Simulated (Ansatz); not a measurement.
SnSeS:
Space group P3m1 (No. 156); a = 3.7160 Å, b = 3.7160 Å, c = 5.7977 Å, α = 90.00°, β = 90.00°, γ = 120.00°

```json
[
 {"atom": "Sn", "site": "1b", "symmetry": "3m.", "x": "0.3333", "y": "0.6667", "z": "0.0080"},
 {"atom": "Se", "site": "1a", "symmetry": "3m.", "x": "0.0000", "y": "0.0000", "z": "0.7335"},
 {"atom": "S", "site": "1c", "symmetry": "3m.", "x": "0.6667", "y": "0.3333", "z": "0.2585"}
]
```

This is the LDA-relaxed structure.

### Question
All from LDA (plane waves, PAW; program Ansatz), unless another level is named. Estimate the highest zone-centre frequency (without LO–TO term).

### Answer
308 cm⁻¹.

### Question
Predict the bulk modulus (Birch–Murnaghan fit).

### Answer
28.9 GPa.

The workflow started from a Materials Project entry (that database holds measured and hypothetical structures alike); the Crystallography Open Database copy checked does not list it. With Se and S taken as one species the cell has the higher symmetry P-3m1, so it may be an ordered model of a mixed-site phase. Its standing as an ambient phase is unchecked. The cell was relaxed with LDA under the symmetry of its start; its stability against distortions is not shown here. A crystal of weakly bound layers computed without a dispersion correction: the cell and the soft elastic constants depend strongly on that. Scalar-relativistic: spin–orbit coupling is off unless named, which matters more the heavier the elements.

Potentials: the later of the program's two PAW sets.
